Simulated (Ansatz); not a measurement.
SiO2 (rutile): scan of one atom of the cell

Relaxed SiO2 (rutile):

```xyz
6
Lattice="4.2362 0.0000 0.0000 0.0000 4.2362 0.0000 0.0000 0.0000 2.6905" Properties=species:S:1:pos:R:3 pbc="T T T"
Si     2.1181     2.1181     1.3452
Si     0.0000     0.0000     0.0000
O      3.4185     3.4185     1.3452
O      1.3004     2.9357     0.0000
O      2.9357     1.3004     0.0000
O      0.8176     0.8176     1.3452
```

In each cell atom 3 (O, nearest neighbour Si at 1.774 Å; its periodic images, 2.7 Å or more away, move with it) moves by s·(0.000, 0.000, 1.000) (along Cartesian z), the rest being held.

Level of theory: PBE (plane waves to 420 eV, PAW, scalar-relativistic; Ansatz, a program for electronic structure). k mesh 6×6×10 (Γ-centred), Fermi-Dirac smearing 0.05 eV. Energies are smeared free energies. Stress and pressure are positive under compression. F∥ is the force on the atom along that direction. F⊥ is the part of the force across the line. SiO2 was relaxed with its symmetry unable to fall. ΔE is measured from the undisplaced structure.

```json
[
 {"s (Å)": "-0.180", "ΔE (meV/cell)": "301", "P (GPa)": "2.53", "F∥ (eV/Å)": "3.358", "|F⊥| (eV/Å)": "0.983"},
 {"s (Å)": "-0.144", "ΔE (meV/cell)": "193", "P (GPa)": "1.61", "F∥ (eV/Å)": "2.680", "|F⊥| (eV/Å)": "0.624"},
 {"s (Å)": "-0.108", "ΔE (meV/cell)": "108", "P (GPa)": "0.90", "F∥ (eV/Å)": "2.006", "|F⊥| (eV/Å)": "0.349"},
 {"s (Å)": "-0.072", "ΔE (meV/cell)": "48", "P (GPa)": "0.40", "F∥ (eV/Å)": "1.336", "|F⊥| (eV/Å)": "0.154"},
 {"s (Å)": "-0.036", "ΔE (meV/cell)": "12", "P (GPa)": "0.10", "F∥ (eV/Å)": "0.667", "|F⊥| (eV/Å)": "0.038"},
 {"s (Å)": "0.000", "ΔE (meV/cell)": "0", "P (GPa)": "0.00", "F∥ (eV/Å)": "0.000", "|F⊥| (eV/Å)": "0.000"},
 {"s (Å)": "0.036", "ΔE (meV/cell)": "12", "P (GPa)": "0.10", "F∥ (eV/Å)": "-0.667", "|F⊥| (eV/Å)": "0.038"},
 {"s (Å)": "0.072", "ΔE (meV/cell)": "48", "P (GPa)": "0.40", "F∥ (eV/Å)": "-1.336", "|F⊥| (eV/Å)": "0.154"},
 {"s (Å)": "0.108", "ΔE (meV/cell)": "108", "P (GPa)": "0.90", "F∥ (eV/Å)": "-2.006", "|F⊥| (eV/Å)": "0.349"},
 {"s (Å)": "0.144", "ΔE (meV/cell)": "193", "P (GPa)": "1.61", "F∥ (eV/Å)": "-2.680", "|F⊥| (eV/Å)": "0.624"},
 {"s (Å)": "0.180", "ΔE (meV/cell)": "301", "P (GPa)": "2.53", "F∥ (eV/Å)": "-3.358", "|F⊥| (eV/Å)": "0.983"}
]
```

Read from the data:

```
Quantity                                                                                                                                         Result
--------------------------------------------------------  ---------------------------------------------------------------------------------------------
Energy at s = 0.180 Å                                                                                                                      301 meV/cell
Force along the line at s = -0.180 Å                                                                                                          3.36 eV/Å
Symmetry of the curve                                                                                                     even: the same for both signs
Shape of the curve                                                                       a single well with its minimum at or next to zero displacement
Force constant k = d²E/ds² at s = 0 (finite differences)                                                                                     18.5 eV/Å²
Harmonic estimate at the end of the scan                  ½ks² = 300 meV/cell against the computed 301 meV/cell, so the well is close to harmonic there
```

(For displaced atoms, the force is minus the slope of the energy, and its curvature is a force constant, which sets phonon frequencies.)
